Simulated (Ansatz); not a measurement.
# ScGa₃: stiffness from a series of strains

```yaml
crystal:
  lattice:
    - [4.09500, 0.00000, 0.00000]
    - [0.00000, 4.09500, 0.00000]
    - [0.00000, 0.00000, 4.09500]
  atoms:
    - { symbol: Sc, position: [0.00000, 0.00000, 0.00000] }
    - { symbol: Ga, position: [0.00000, 0.50000, 0.50000] }
    - { symbol: Ga, position: [0.50000, 0.00000, 0.50000] }
    - { symbol: Ga, position: [0.50000, 0.50000, 0.00000] }
```

Atoms are numbered in the order listed.

The cell comes from COD entry 1523115, which wasn't checked; take it as a given geometry.

These are results of DFT, LDA, all-electron LAPW, scalar-relativistic (Ansatz 0.2.0), not measurements.

Sampling and basis: a Γ-centred 9×9×9 k mesh, Fermi–Dirac smearing of 0.05 eV, basis error target 1 meV/atom, no spin polarisation.

The strain is applied along the Cartesian axes of the cell as listed (the other components stay zero). Fractional coordinates are held (clamped ions).

σ is the change of stress from the unstrained cell, which is at -5.44 GPa; tension is positive, so slopes are stress–strain coefficients at that pressure. In a metal the k mesh adds noise.

Only quantities that a quadratic follows smoothly over the whole series are listed; rougher ones are left out.

```csv
εxx = εyy,σzz (GPa),σxx (GPa)
-0.0200,-1.37,-3.74
-0.0100,-0.61,-1.80
0.0000,0.00,0.00
0.0200,1.05,3.07
```

Problem. Fit the series and read off the stiffness at zero strain.

Solution. Least-squares fits y = p0 + p1 x + p2 x² to the rows give σzz (GPa): p1 = 60.2, p2 = -430; σxx (GPa): p1 = 170, p2 = -830. So 2 C12 = 60 GPa and C11 + C12 = 170 GPa.

Problem. One run, at εxx = εyy = 0.0100, is withheld. Predict its row.

Solution. The fits give 0.57, 1.61; the run gave 0.54, 1.63.
